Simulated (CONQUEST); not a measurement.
Consider a self-consistent single point of Si₂W (I4/mmm, 6 atoms in the cell; from Materials Project mp-1620, changed as shown).

```yaml
crystal:
  lattice:
    - [3.21473, 0.00000, 0.00000]
    - [0.00000, 3.21473, 0.00000]
    - [0.00000, 0.00000, 7.88008]
  atoms:
    - { symbol: Si, position: [0.00000, 0.00000, 0.33499] }
    - { symbol: Si, position: [0.50000, 0.50000, 0.16501] }
    - { symbol: Si, position: [0.50000, 0.50000, 0.83499] }
    - { symbol: Si, position: [0.00000, 0.00000, 0.66501] }
    - { symbol: W, position: [0.00000, 0.00000, 0.00000] }
    - { symbol: W, position: [0.50000, 0.50000, 0.50000] }
```

All values come from this method and carry its errors: PBE, numerical atomic orbitals double-zeta with polarisation (the shipped basis), PseudoDojo norm-conserving potentials made for PBE (CONQUEST 1.3).

CONQUEST settings:

```
key                                             value
---------------------  ------------------------------
basis                                             DZP
Diag.MPMeshX, Y, Z                              5 5 2
potentials             PseudoDojo norm-conserving PBE
Grid.GridCutoff                                140 Ha
DM.SolutionMethod                              diagon
Diag.kT                                   0.003675 Ha
Diag.GammaCentred                                true
minE.SCTolerance                              1.0e-06
SC.MaxIters                                       100
SC.LinearMixingFactor                             0.5
SC.KerkerPreCondition                            true
SC.KerkerFactor                            0.5 1/bohr
AtomMove.TypeOfRun                             static
```

Results:

```
Property                                                  Value
------------------------------------------------  -------------
Number of valence electrons                                  44
Number of bands                                              90
Number of k-points after the program's reduction             38
Size of the basis                                            90
Number of SCF iterations                                     16
FFT grid                                           36 × 36 × 80
Free energy E − TS                                -4589.3417 eV
Fermi level (on the code's own zero)                   -6.12 eV
Pressure                                               5.36 GPa
Largest force (vector length)                        0.204 eV/Å
```

Forces (eV/Å):
```json
[
 {"atom": "Si1", "Fx": "0.000", "Fy": "0.000", "Fz": "-0.204"},
 {"atom": "Si2", "Fx": "0.000", "Fy": "0.000", "Fz": "0.204"},
 {"atom": "Si3", "Fx": "0.000", "Fy": "0.000", "Fz": "-0.204"},
 {"atom": "Si4", "Fx": "0.000", "Fy": "0.000", "Fz": "0.204"},
 {"atom": "W5", "Fx": "0.000", "Fy": "0.000", "Fz": "0.000"},
 {"atom": "W6", "Fx": "0.000", "Fy": "0.000", "Fz": "0.000"}
]
```

Stress (GPa, positive for compression):
```
5.74  0.00  0.00
0.00  5.74  0.00
0.00  0.00  4.61
```

For comparison: a first run was changed to give this one (lattice vector c scaled by 1.01), and from it to this one the free energy falls by 6.4 meV/atom, the pressure goes from 8.09 to 5.36 GPa and the largest force goes from 0.229 to 0.204 eV/Å.

The program uses no crystal symmetry, so grid and mesh can part values that symmetry would make equal. The atom-centred basis is finite, which shifts total energies, pressures and forces against plane waves. The structure comes from a collection of computed structures, made at another level of theory; the collection holds predicted forms beside known ones. No clean gap shows at this smearing width and mesh (spacing up to 0.40 Å⁻¹); the mesh is coarse for partly filled bands, so the values carry mesh errors.

Cost on one core: very roughly 3 core-minutes.
